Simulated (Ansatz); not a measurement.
Cu started on a Ti site and Cu started on a Ti site, 6.65 Å apart on the ideal sites in cubic perovskite CaTiO3, 40 atoms, charge 0

All numbers below come from Ansatz 0.2.0, DFT, PBEsol, PAW, plane waves.

Command:

```sh
ansatz run in.yaml --threads 8 --pin off --max-ram 13300MiB --runs-dir r --events-out ev --progress --plain
```

The input less its lattice and atoms:

```yaml
crystal:
  symmetry: { detect: false }
kpoints:
  mp_grid: { grid: [1, 1, 1], shift: [0.25, 0.25, 0.25] }
hamiltonian:
  xc: pbesol
scf:
  occupations: { method: fermi_dirac, width: 0.01 }
relax:
  f_tol: 0.03
  max_steps: 80
  escape_saddle: false
  adjacent_minimum: "off"
output:
  forces: true
  eigenvalues: true
  populations: true
```

Start:

```xyz
40
Lattice="7.6826 0.0000 0.0000 0.0000 7.6826 0.0000 0.0000 0.0000 7.6826" Properties=species:S:1:pos:R:3 pbc="T T T"
Ca    0.0272    0.0073    0.0097
Ca    0.0030    0.0086    3.8229
Ca    7.6327    3.8742    0.0065
Ca    7.6763    3.8519    3.8541
Ca    3.8296    0.0158    7.6580
Ca    3.8727    7.6723    3.8202
Ca    3.8083    3.8424    7.6808
Ca    3.8612    3.8737    3.7971
Cu    1.9304    1.9301    1.9752
Cu    5.7848    5.7851    5.7485
Ti    1.9411    1.9484    5.7605
Ti    1.9339    5.7828    1.9358
Ti    1.8957    5.7559    5.7718
Ti    5.7663    1.9111    1.9199
Ti    5.7245    1.9096    5.7531
Ti    5.7427    5.7597    1.8999
O     1.9489    1.9184    7.6780
O     1.9103    1.9072    3.8411
O     1.8934    5.7799    7.6694
O     1.9378    5.7735    3.8469
O     5.7657    1.9584    0.0161
O     5.7849    1.9313    3.8071
O     5.7507    5.7670    0.0070
O     5.7808    5.7839    3.8672
O     0.0336    1.9186    1.9465
O     7.6674    1.9207    5.7503
O     7.6729    5.8207    1.9426
O     7.6778    5.7471    5.7390
O     3.8350    1.9597    1.9442
O     3.8627    1.9113    5.7641
O     3.8361    5.7590    1.9069
O     3.8489    5.7516    5.7625
O     1.9232    7.6636    1.9026
O     1.8998    0.0262    5.7620
O     1.9146    3.8464    1.9239
O     1.9041    3.8402    5.7443
O     5.7714    0.0043    1.8868
O     5.7539    0.0180    5.7576
O     5.7795    3.8374    1.8966
O     5.7481    3.8669    5.7885
```

Steps:

| step | energy less the first (eV) | largest force component (eV/Å) |
| --- | --- | --- |
| start | 0.000 | 1.146 |
| 1 | -0.125 | 0.675 |
| 2 | -0.337 | 0.596 |
| 3 | -0.709 | 1.651 |
| 4 | -1.195 | 1.967 |
| 5 | -2.316 | 0.341 |
| 6 | -2.602 | 0.237 |
| 7 | -2.670 | 0.070 |
| 8 | -2.675 | 0.031 |
| 9 | -2.675 | 0.018 |

A structure on the way, about -2.32 eV from the start:

```xyz
40
Lattice="7.6826 0.0000 0.0000 0.0000 7.6826 0.0000 0.0000 0.0000 7.6826" Properties=species:S:1:pos:R:3 pbc="T T T"
Ca    0.0247    7.5569    0.0177
Ca    7.6282    7.6449    3.9395
Ca    0.0232    3.7546    0.1329
Ca    7.6498    3.7455    3.9054
Ca    3.8503    0.1206    7.6187
Ca    3.7912    0.0877    3.7127
Ca    3.8606    3.8773    7.5885
Ca    3.8508    3.9985    3.8431
Cu    1.9158    1.9130    1.9028
Cu    5.7643    5.7801    5.7797
Ti    1.9229    1.9358    5.7396
Ti    1.9060    5.7336    1.9104
Ti    1.9207    5.7818    5.7515
Ti    5.7428    1.9310    1.9158
Ti    5.7746    1.9417    5.7587
Ti    5.7542    5.7689    1.9272
O     2.1873    2.1257    0.0346
O     1.6321    1.6906    3.8212
O     1.6386    5.5792    0.0053
O     2.2234    5.9560    3.8336
O     5.4984    2.0882    7.6735
O     6.0470    1.7967    3.8481
O     6.0979    5.6300    0.0112
O     5.4129    5.9098    3.8294
O     7.6413    1.5349    1.5824
O     0.0199    2.1974    5.9842
O     7.6820    6.1452    2.1611
O     0.0172    5.5800    5.3980
O     3.8795    2.3243    2.2074
O     3.8365    1.6861    5.5384
O     3.8296    5.3770    1.6827
O     3.8501    5.9970    6.1105
O     2.3223    0.0106    1.6995
O     1.7057    0.0080    5.9424
O     1.4897    3.8444    2.1179
O     2.1785    3.8535    5.5722
O     5.3708    0.0080    1.8085
O     6.0564    0.0132    5.9197
O     6.1433    3.8483    2.0558
O     5.5087    3.8641    5.6008
```

End:

```xyz
40
Lattice="7.6826 0.0000 0.0000 0.0000 7.6826 0.0000 0.0000 0.0000 7.6826" Properties=species:S:1:pos:R:3 pbc="T T T"
Ca    0.0173    7.5030    0.1133
Ca    7.6255    7.5402    4.0413
Ca    0.0583    3.7044    0.1792
Ca    7.6730    3.6563    3.9445
Ca    3.8474    0.2025    7.5760
Ca    3.7787    0.1538    3.6526
Ca    3.8992    4.0005    7.4791
Ca    3.8255    4.0380    3.7245
Cu    1.9209    1.9296    1.9182
Cu    5.7617    5.7707    5.7604
Ti    1.9202    1.9283    5.7601
Ti    1.9187    5.7671    1.9170
Ti    1.9220    5.7695    5.7588
Ti    5.7618    1.9282    1.9165
Ti    5.7613    1.9276    5.7577
Ti    5.7620    5.7707    1.9202
O     2.2512    2.2702    7.6573
O     1.5928    1.5877    3.8625
O     1.6327    5.4807    0.0025
O     2.2059    6.0582    3.8372
O     5.4660    2.1991    0.0015
O     6.0597    1.6624    3.8347
O     6.0904    5.4602    7.6794
O     5.4316    6.0830    3.8398
O     7.6702    1.7145    1.5205
O     7.6764    2.2810    5.9742
O     0.0027    6.1008    2.1370
O     0.0216    5.5233    5.3676
O     3.8540    2.1490    2.3143
O     3.8502    1.5757    5.5448
O     3.8364    5.4447    1.7011
O     3.8192    6.0176    6.1540
O     2.2278    0.0102    1.5923
O     1.6271    0.0101    6.0571
O     1.6130    3.8508    2.2478
O     2.2173    3.8480    5.4654
O     5.4790    0.0038    1.6401
O     6.1101    0.0183    6.0625
O     6.0433    3.8585    2.1969
O     5.4171    3.8417    5.4554
```

The calculation finished and met its thresholds.

Time: 54 s of wall time on 8 threads of a Platinum 8259CL processor, on a host shared with other runs; peak host memory 1 GiB.

Q: How much energy did the relaxation gain, and which atom moved most?

A: 2.68 eV in 9 steps, from a start with small random displacements (the gain also holds any tilting of the ideal host); atom 25 (O) moved 0.47 Å, the median atom 0.39 Å (drift of the whole cell removed).

The run had no spin, and a state with a moment may lie lower. The one k point has no symmetry partners, which can distort the end along one axis.
